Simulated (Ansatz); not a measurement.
Zr2C in space group P4/nmm (No. 129; Zr on 2a, Zr on 2c, C on 2c), PBE (plane waves, PAW; program Ansatz), all energies at zero smearing, with the estimated change up to a 700 eV cutoff added, with one set of potentials and settings (totals compare only within such a set). Cell of 6 atoms (4 Zr, 2 C): -17236.829 eV.

```tsv
element	reference phase	E (eV/atom)
Zr	P6_3/mmc, 2 atoms in the cell	-4183.8362
C	P6_3/mmc, 4 atoms in the cell	-250.9479
```

Formation energy per atom, worked out: (-17236.829 − 4×(-4183.8362) − 2×(-250.9479))/6 = 0.069 eV/atom (7 kJ per mol of atoms), at 0 K, without zero-point energy or fitted corrections.

A made-up cell: these elements were put on the sites of a structure type; neither database checked (COD, Materials Project) lists it. Whether it is the stable phase at ambient conditions was not checked. The PBE relaxation kept the symmetry of its start; whether a distortion lowers the energy is not shown. No spin polarisation was allowed. The references are the lowest solids computed at this level, not always the standard phases.

Potentials: the later of the program's two PAW sets.
